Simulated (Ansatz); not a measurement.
CsCl (CsCl type)

```
CELL_PARAMETERS angstrom
      4.14041     0.00000     0.00000
      0.00000     4.14041     0.00000
      0.00000     0.00000     4.14041
ATOMIC_POSITIONS crystal
  Cs 0.00000 0.00000 0.00000
  Cl 0.50000 0.50000 0.50000
```

The slice is a {100} plane (indices of the conventional cell) through the point (0.000, 0.000, 0.000) (fractional), spanned by u = [100] and v = [010] in vectors of this cell: u (4.14 Å) and v (4.14 Å, at 90° to u). It covers one period; positions are fractions (u, v).

All values below come from r2SCAN (plane waves to 500 eV, PAW, scalar-relativistic; Ansatz, a first-principles code). k mesh 8×8×8. Near the nuclei the fields are pseudised (PAW); where an atom keeps semicore shells as valence, they peak there. CsCl was relaxed with its symmetry unable to fall.

### Question
Sketch the electrostatic potential energy of an electron, from the cell's mean on this plane as a map.

### Answer
```tsv
v \ u	0.00	0.12	0.25	0.38	0.50	0.62	0.75	0.88
0.88	x	x	<-3.0	2.0	3.5	2.0	<-3.0	x
0.75	<-3.0	<-3.0	0.5	3.8	4.6	3.8	0.5	<-3.0
0.62	1.1	2.0	3.8	5.1	5.6	5.1	3.8	2.0
0.50	3.0	3.5	4.6	5.6	6.0	5.6	4.6	3.5
0.38	1.1	2.0	3.8	5.1	5.6	5.1	3.8	2.0
0.25	<-3.0	<-3.0	0.5	3.8	4.6	3.8	0.5	<-3.0
0.12	x	x	<-3.0	2.0	3.5	2.0	<-3.0	x
0.00	x	x	<-3.0	1.1	3.0	1.1	<-3.0	x
```

Values: electrostatic potential energy of an electron, from the cell's mean, in eV. Points within 1 Å of a nucleus are blanked (x), as the pseudised field means little there. Values under -3 eV are set to -3. The zero, the cell's mean, hangs on the PAW cores.
